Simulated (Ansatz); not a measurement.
An Ansatz (a first-principles code) run. Input:

Ansatz 0.2 input:
```yaml
crystal:
  lattice:
    - [4.071171086, 0.0, 0.0]
    - [0.0, 5.0295236142, 0.0]
    - [0.0, 0.0, 4.4825934125]
  atoms:
    - { symbol: Si, position: [0.5, 0.3481523217, 0.75] }
    - { symbol: Si, position: [0.5, 0.6518476783, 0.25] }
    - { symbol: Si, position: [0.0, 0.1518476783, 0.25] }
    - { symbol: Si, position: [0.0, 0.8481523217, 0.75] }
    - { symbol: O, position: [0.2688356234, 0.6179470153, 0.5803897155] }
    - { symbol: O, position: [0.7311643766, 0.3820529847, 0.4196102845] }
    - { symbol: O, position: [0.2311643766, 0.8820529847, 0.0803897155] }
    - { symbol: O, position: [0.7688356234, 0.1179470153, 0.9196102845] }
    - { symbol: O, position: [0.7688356234, 0.8820529847, 0.4196102845] }
    - { symbol: O, position: [0.2311643766, 0.1179470153, 0.5803897155] }
    - { symbol: O, position: [0.7311643766, 0.6179470153, 0.9196102845] }
    - { symbol: O, position: [0.2688356234, 0.3820529847, 0.0803897155] }
kpoints:
  mp_grid: { grid: [6, 5, 6] }
hamiltonian:
  xc: r2scan
  pseudopotentials: { azcp: { folder: ./paw }, kind: paw }
scf:
  occupations: { method: fixed }
output:
  optics: { e_range: [0.0, 15.0], de: 0.05, sigma: 0.1, bands: { spectra_wanted_up_to: 12 eV } }
```

Output (shortened):

```
output.optics: the spectra are integrated over the Brillouin zone by k·p interpolation around the k-points, where levels, occupations, output.optics.sigma and …
Pseudopotential: Si, paw, valence charge 4
Pseudopotential: O, paw, valence charge 6
Functional definition: r2SCAN
Crystal: 12 atoms, lattice volume = 91.786 Å³
Basis set: ecut = 500 eV, 2337 PW (Γ), exchange–correlation on 120×160×144 points (64 copies of the dense FFT grid, shifted against one another)
Bands: 44, of which v1, the nominal top of the filled ones, is band 32 counted from 1 (31 counted from 0)
Symmetry: 8 space group operations
Space group: Pbcn (ITA 60), of the structure as read, at distance tolerance 4.5e-5 Å
k-points: 48 of 180
SCF iter   1: F=—  HF=-7120.168574 eV  |F-HF|=—  |Δ(HF+E_count)|=         —  Δρ=1.49e-1  dr2=1.68e1  dr2_τ=2.21e0  ethr=3.10e-3  ⟨swp⟩=4.9  Hψ=8236  notcnv=0  defer=455
preconditioner: auto → Resta (q_TF=auto, 2.569 Å⁻¹)
SCF iter   2: F=—  HF=-7117.438205 eV  |F-HF|=—  |Δ(HF+E_count)|=    2.73e0  Δρ=5.23e-2  dr2=1.35e0  dr2_τ=2.97e-1  ethr=3.10e-3  ⟨swp⟩=3.1  Hψ=4432  notcnv=0  defer=459
SCF iter   3: F=—  HF=-7117.929548 eV  |F-HF|=—  |Δ(HF+E_count)|=   4.91e-1  Δρ=2.46e-2  dr2=2.42e-1  dr2_τ=2.14e-2  ethr=2.11e-3  ⟨swp⟩=3.0  Hψ=3183  notcnv=0  defer=462
SCF iter   4: F=—  HF=-7117.992838 eV  |F-HF|=—  |Δ(HF+E_count)|=   6.33e-2  Δρ=2.32e-3  dr2=3.22e-3  dr2_τ=4.01e-4  ethr=3.78e-4  ⟨swp⟩=3.0  Hψ=3181  notcnv=0  defer=473
SCF iter   5: F=—  HF=-7117.992530 eV  |F-HF|=—  |Δ(HF+E_count)|=   3.08e-4  Δρ=2.78e-4  dr2=5.21e-5  dr2_τ=5.75e-6  ethr=5.04e-6  ⟨swp⟩=2.0  Hψ=3264  notcnv=0  defer=474
SCF iter   6: F=—  HF=-7117.992546 eV  |F-HF|=—  |Δ(HF+E_count)|=   1.62e-5  Δρ=5.34e-5  dr2=1.73e-6  dr2_τ=1.80e-7  ethr=8.15e-8  ⟨swp⟩=2.2  Hψ=3314  notcnv=0  defer=455
SCF iter   7: F=—  HF=-7117.992545 eV  |F-HF|=—  |Δ(HF+E_count)|=   7.73e-7  Δρ=7.19e-6  dr2=2.98e-8  dr2_τ=2.01e-9  ethr=2.71e-9  ⟨swp⟩=2.0  Hψ=3193  notcnv=0  defer=428
SCF iter   8: F=—  HF=-7117.992545 eV  |F-HF|=—  |Δ(HF+E_count)|=  6.73e-10  Δρ=9.72e-7  dr2=3.92e-10  dr2_τ=7.43e-11  ethr=4.65e-11  ⟨swp⟩=2.0  Hψ=3311  notcnv=0  defer=428
SCF iter   9: F=-7117.992545 eV  HF=-7117.992545 eV  |F-HF|=3.64e-12  |Δ(HF+E_count)|=  1.46e-11  Δρ=1.16e-7  dr2=8.15e-12  dr2_τ=8.78e-13  ethr=1.00e-12  ⟨swp⟩=15.0  Hψ=13840  notcnv=0
SCF 1 converged in 9 iterations: F = -7117.992545 eV  dr2 = 8.15e-12
NSCF: frozen V_eff on 48 k-points
Optics k sum: 0 of 48 k-points
Optics k sum: 3 of 48 k-points
Optics k sum: 5 of 48 k-points
Optics k sum: 8 of 48 k-points
Optics k sum: 10 of 48 k-points
Optics k sum: 12 of 48 k-points
Optics k sum: 15 of 48 k-points
Optics k sum: 17 of 48 k-points
Optics k sum: 20 of 48 k-points
Optics k sum: 22 of 48 k-points
Optics k sum: 24 of 48 k-points
Optics k sum: 27 of 48 k-points
Optics k sum: 29 of 48 k-points
Optics k sum: 32 of 48 k-points
Optics k sum: 34 of 48 k-points
Optics k sum: 36 of 48 k-points
Optics k sum: 39 of 48 k-points
Optics k sum: 41 of 48 k-points
Optics k sum: 44 of 48 k-points
Optics k sum: 46 of 48 k-points
Optics k sum: 48 of 48 k-points
Optics k sum: 0 of 48 k-points
Optics k sum: 3 of 48 k-points
Optics k sum: 5 of 48 k-points
Optics k sum: 8 of 48 k-points
Optics k sum: 10 of 48 k-points
Optics k sum: 12 of 48 k-points
Optics k sum: 15 of 48 k-points
Optics k sum: 17 of 48 k-points
Optics k sum: 20 of 48 k-points
Optics k sum: 22 of 48 k-points
Optics k sum: 24 of 48 k-points
Optics k sum: 27 of 48 k-points
Optics k sum: 29 of 48 k-points
Optics k sum: 32 of 48 k-points
Optics k sum: 34 of 48 k-points
Optics k sum: 36 of 48 k-points
Optics k sum: 39 of 48 k-points
Optics k sum: 41 of 48 k-points
Optics k sum: 44 of 48 k-points
Optics k sum: 46 of 48 k-points
Optics k sum: 48 of 48 k-points
NSCF: frozen V_eff on 1 k-points
NSCF: frozen V_eff on 1 k-points
NSCF: frozen V_eff on 1 k-points
NSCF: frozen V_eff on 1 k-points
output.optics: what the bands over the 62 summed would add to eps1, eps2 and the energy-loss function is held between a lower and an upper bound (8 Lanczos …
SCF converged after 9 iterations
Free energy (F): -7117.992545 eV
Harris-Foulkes:  -7117.992545 eV  (|F-HF|=3.64e-12)
Internal energy: -7117.992545 eV  (E = F + TS)
E sigma→0 (E₀):  -7117.992545 eV
Fermi energy:    9.984309 eV
--- Per-component energies (eV) ---
  E_band       = 106.343240
  E_kinetic    = 1587.159227
  E_local      = -2354.283141  (includes V_loc(G=0)·N_el)
  E_nonlocal   = 490.466796
  E_hartree    = 871.584463
  E_xc         = -794.073146
  E_vxc        = -1044.445273  (∫ρ·V_xc dr)
  E_paw        = -3399.788293  (= ΣΔE_a)
  E_vpaw       = -377.712654  (= ΣTr[D̂ρ^β])
  E_aug_tail   = 0.002325  (compensation charges beyond the density's cutoff)
  E_vtau       = 61.987163  (kinetic-family band-sum trace: ∫τ·v_τ [+ j·A + Jᵃ·Aᵃ] dr)
  E_ewald      = -3518.499516
  E_core_change = -0.561261  (= ΣΔE_core)
  E_smearing   =  0.000000  (= −TS)
  E_closure    =  0.000000  (closes the sum)
  Σ components = -7117.992545   (vs F -7117.992545, Δ=0.00e0)
  [band-id]    e_kinetic+e_local+e_nonlocal+2·e_hartree+e_vxc+e_vpaw+e_augmentation_tail+e_vtau = 106.343369   (vs E_band 106.343240, Δ=1.29e-4)
--- Band table (eV; the first three rows and the last of 48) ---
  k-point 0: bands = ["-13.1176", "-10.3353", "-10.1171", "-9.8171", "-9.5429", "-8.8455", "-8.8438", "-8.6168", "-0.4167", "0.6498", "1.5591", "1.8225", "2.6680", "3.0232", "3.3789", "4.2957", "4.6131", "5.0284", "5.2682", "5.4349", "5.9043", "6.2125", …
  k-point 1: bands = ["-12.9839", "-10.4870", "-10.2698", "-9.7941", "-9.4713", "-8.8902", "-8.7749", "-8.6648", "-0.3929", "0.8545", "1.0092", "2.5433", "2.9555", "3.0955", "3.1836", "4.0671", "4.2892", "4.5632", "5.5671", "6.0698", "6.0763", "6.2706", …
  k-point 2: bands = ["-12.5936", "-11.2281", "-10.0962", "-9.7801", "-9.2759", "-8.9622", "-8.8104", "-8.7900", "-0.3075", "0.2533", "1.9952", "2.9328", "2.9827", "3.2636", "3.6553", "3.6623", "3.8093", "4.4638", "5.2754", "5.9598", "6.1266", "6.2447", …
  k-point 47: bands = ["-10.6383", "-10.6383", "-10.6383", "-10.6383", "-9.5384", "-9.5384", "-9.5384", "-9.5384", "1.3638", "1.3638", "1.3638", "1.3638", "3.7787", "3.7787", "3.7787", "3.7787", "4.8923", "4.8923", "4.8923", "4.8923", "6.8905", "6.8905", …
```

Cost: around 2.5 core-minutes (rough) on shared cores.

The first step of the workflow began from a Materials Project structure, measured or hypothetical; the Crystallography Open Database copy checked does not list it. It is not the phase usual at ambient conditions (space group No. 92, 152, 154). Symmetry was held in the r²SCAN relaxation; of distortions, only those at the zone centre were tested.

Potentials: the earlier of the program's two PAW sets.

Ansatz is a plane-wave DFT program.
